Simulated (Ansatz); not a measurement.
**Settings and field gradients in MgO with Sc replacing Mg**

Cell: a supercell of MgO (rock salt type, Fm-3m) built from a measured structure from the Crystallography Open Database (COD) (the entry's cell lengths or inner coordinates differ somewhat from later room-temperature determinations), with all atoms left at the host's positions.

Space group Fm-3m (No. 225); a = 12.6510 Å.

| site | Wyckoff | site symmetry | x | y | z |
| --- | --- | --- | --- | --- | --- |
| Sc | 4a | m-3m | 0.0000 | 0.0000 | 0.0000 |
| Mg2 | 48h | m.m2 | 0.1667 | 0.1667 | 0.0000 |
| Mg5 | 32f | .3m | 0.3333 | 0.1667 | 0.1667 |
| Mg15 | 24e | 4m.m | 0.5000 | 0.5000 | 0.3333 |
| O28 | 32f | .3m | 0.1667 | 0.1667 | 0.1667 |
| O30 | 24e | 4m.m | 0.5000 | 0.5000 | 0.1667 |
| O32 | 48i | m.m2 | 0.5000 | 0.3333 | 0.3333 |
| O41 | 4b | m-3m | 0.5000 | 0.5000 | 0.5000 |

One atom of each set is listed; the run and its k-mesh use a cell of 54 atoms with edges of 8.95, 8.95, 8.95 Å.

Reference run. The numbers come from a DFT calculation in Ansatz (PBE, plane waves and PAW, scalar-relativistic, 420 eV cutoff, Γ-centred 3×3×3 k-points, Fermi–Dirac smearing 0.01 eV, cell charge +1).

It gives V_zz (10²¹ V/m²) O32 0.53 (η 0.12), Mg2 -0.25 (η 0.15), among others. Each of these runs changes the input as listed (caps on SCF iterations aside):

A. total_charge: 1 → 0
B. scf.occupations.method: fermi_dirac → cold; scf.occupations.width: 0.01 → 0.005

**Question.** Which of these changes matter for the gradients?

**Answer.** 

```csv
run,O32 V_zz (η),Mg2 V_zz (η),"largest change of a gradient tensor, all atoms",note
A,0.33 (0.05),-0.15 (0.09),0.39,converged; neutral cell; no gap left; odd number of electrons without spin polarisation
B,0.53 (0.12),-0.25 (0.15),0.00,converged
```

Run A moves them most, on O30 (V_zz from -0.44 to -0.83).

On the reference run: The defect repeats with the cell of 54 atoms, so it feels its images: sites between two images don't show the values beside a lone defect, and zeros or small values of η there can come from the images' arrangement. A uniform background compensates the cell's charge. The cell keeps the host's lattice, where the PBE pressure is 7 GPa (in a charged cell this depends on the convention for the mean potential). The neighbours have not yet relaxed around the defect (largest force 0.86 eV/Å), so a real crystal will differ.
